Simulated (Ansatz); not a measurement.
Ga:
```yaml
crystal:
  lattice:
    - [3.82708, -2.28483, 0.00000]
    - [3.82708, 2.28483, 0.00000]
    - [0.00000, 0.00000, 4.54470]
  atoms:
    - { symbol: Ga, position: [0.98954, 0.33463, 0.25000] }
    - { symbol: Ga, position: [0.01046, 0.66537, 0.75000] }
    - { symbol: Ga, position: [0.33463, 0.98954, 0.75000] }
    - { symbol: Ga, position: [0.66537, 0.01046, 0.25000] }
```

Relaxed with PBEsol. Special points in fractions of this cell's reciprocal vectors: Γ (0.000, 0.000, 0.000); Y (0.500, 0.500, 0.000); F0 (0.339, 0.661, 0.000); Δ0 (-0.339, 0.339, 0.000); Z (0.000, 0.000, 0.500); B0 (-0.339, 0.339, 0.500); G0 (0.339, 0.661, 0.500); T (0.500, 0.500, 0.500); S (0.000, 0.500, 0.000); R (0.000, 0.500, 0.500).

Problem. List the band energies nearest the Fermi level at these points for plane-wave PAW PBEsol (Ansatz code).

Solution. In eV from the Fermi level; about four levels below and three above (degenerate sets whole), none deeper than 8.9 eV; points with the same levels are listed once.

```json
[
 {"k": "Γ", "below": "-3.33 -2.26 -1.93 -1.01", "above": "0.94 1.14 2.55"},
 {"k": "Y", "below": "-4.18 -2.71 -1.87 -1.80", "above": "0.41 1.18 3.50"},
 {"k": "F0", "below": "-1.20 -0.99 -0.57 -0.14", "above": "0.29 3.16 3.22"},
 {"k": "Z", "below": "-0.50 -0.50 -0.13 -0.13", "above": "0.08 0.08 2.97 2.97"},
 {"k": "B0", "below": "-6.35 -6.35 -3.27 -3.27", "above": "4.30 4.30 5.25 5.25"},
 {"k": "T", "below": "-5.57 -5.57 -1.94 -1.94", "above": "0.26 0.26 6.89 6.89"},
 {"k": "S", "below": "-1.28 -0.40 -0.30 -0.13", "above": "3.59 4.43 5.76"},
 {"k": "R", "below": "-6.12 -6.12 -1.48 -1.48", "above": "0.88 0.88 6.85 6.85"}
]
```

Space group Cmcm. The first step of the workflow began from a Materials Project structure, measured or hypothetical; the Crystallography Open Database files this formula in space group No. 63, but the cells were not matched. It is not the phase usual at ambient conditions (space group No. 64). The cell was relaxed with PBEsol under the symmetry of its start; of distortions, only those at the zone centre were tested. Spin–orbit coupling is left out wherever it is not named.

Potentials: the earlier of the program's two PAW sets.
